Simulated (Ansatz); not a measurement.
Space group Fm-3m (No. 225). a = 5.782 Å, b = 5.782 Å, c = 5.782 Å, α = 90.00°, β = 90.00°, γ = 90.00°
| atom | site | symmetry | x | y | z |
| --- | --- | --- | --- | --- | --- |
| Al | 4a | m-3m | 0.0000 | 0.0000 | 0.0000 |
| Fe | 4b | m-3m | 0.5000 | 0.0000 | 0.0000 |
| Fe | 8c | -43m | 0.2500 | 0.7500 | 0.7500 |

Equation of state of this AlFe3 structure (not necessarily the ground state), with shape and atoms relaxed at each volume where symmetry leaves them free. It has no gap at any of these volumes. The calculation used DFT r2SCAN, scalar-relativistic, plane waves, PAW in Ansatz.

Plane waves to 500 eV, a k mesh through Γ of 12×12×12 on the computed 4-atom cell and Gaussian smearing (0.10 eV); collinear spin.

```tsv
V (Å³/atom)	E − E(largest V) (meV/atom)	P (GPa)
10.632	55.60	24.80
10.995	7.68	17.26
11.357	-23.53	10.62
11.720	-40.44	4.86
12.082	-45.67	0.00
12.444	-40.85	-3.82
12.807	-28.62	-7.23
13.290	0.00	-11.53
```

**Question.** Fit a third-order Birch–Murnaghan equation to E(V).

**Answer.** V0 = 12.08 Å³/atom, B0 = 146 GPa, B0' = 4.8.

The state reached may not be the lowest one. Only parallel moments were tried here.

Cost: 8 runs of about 11 core-minutes in all, on Arm Neoverse V2 (shared hosts).